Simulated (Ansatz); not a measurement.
A distorted cell of Nb (bcc, W type):

```
Nb
1.0
   -3.30962     3.30962     3.30962
    1.65481    -1.65481     1.65481
    1.65481     1.65481    -1.65481
Nb
2
Direct
  0.00000   0.03021   0.03021
  0.50000   0.96979   0.96979
```

The numbers are results of PBE (plane waves to 420 eV, PAW, scalar-relativistic; Ansatz, a program for electronic structure), not measurements. k mesh 10×20×20 (Γ-centred), Fermi-Dirac smearing 0.05 eV. Compression counts positive. With partly filled bands, energies and forces of such displacements shift with the k mesh and the smearing. Nb is run without spin polarisation. Nb was relaxed with its symmetry unable to fall.

Question: Predict the force on every atom, in eV/Å.

Answer: 
| atom | Fx | Fy | Fz |
|---|---|---|---|
| Nb1 | -0.833 | 0.000 | 0.000 |
| Nb2 | 0.833 | 0.000 | 0.000 |

Question: Give the stress tensor in GPa and the pressure.

Answer: 
```
   -0.3      0.0      0.0
    0.0      0.7      0.9
    0.0      0.9      0.7
```
The pressure, a third of the trace, is 0.4 GPa.

(A displaced cell: forces are minus the slopes of the energy, force constants its curvatures, and phonons follow from these.)
